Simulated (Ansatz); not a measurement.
K:
```
CELL_PARAMETERS angstrom
      2.33347    -4.04079     0.00000
      2.33347     4.04079     0.00000
      0.00000     0.00000     7.54830
ATOMIC_POSITIONS crystal
  K  0.83333 0.16667 0.25000
  K  0.16667 0.83333 0.75000
```

Relaxed with PBEsol. Special points in fractions of this cell's reciprocal vectors: Γ (0.000, 0.000, 0.000); Y (-0.500, 0.500, 0.000); C0 (-0.333, 0.667, 0.000); Σ0 (0.333, 0.333, 0.000); Z (0.000, 0.000, 0.500); A0 (0.333, 0.333, 0.500); E0 (-0.333, 0.667, 0.500); T (-0.500, 0.500, 0.500); S (0.000, 0.500, 0.000); R (0.000, 0.500, 0.500).

Question: List the band energies nearest the Fermi level at these points for DFT-PBEsol in the program Ansatz with PAW potentials.

Answer: In eV from the Fermi level; about four levels below and three above (degenerate sets whole), none deeper than 8.9 eV; … stands for higher levels left out; points with the same levels are listed once.

| k | below | above |
|---|---|---|
| Γ | -2.19 | 0.36 0.61 4.11 4.11 |
| Y | – | 0.12 0.26 1.66 |
| C0 | – | 0.79 0.87 0.87 |
| Z | -1.45 -1.45 | 2.83 2.83 … |
| A0 | – | 1.22 1.22 1.34 1.34 |
| T | – | 0.63 0.63 0.89 0.89 |

Space group P6_3/mmc (hcp (Mg type)). The first step of the workflow began from a Materials Project structure, measured or hypothetical; the Crystallography Open Database copy checked does not list it. It is not the phase usual at ambient conditions (space group No. 229). The cell was relaxed with PBEsol under the symmetry of its start; its stability against distortions is not shown here. Point labels and valley counts follow the cell and symmetry of the run, lower than the named group.

Potentials: the later of the program's two PAW sets.
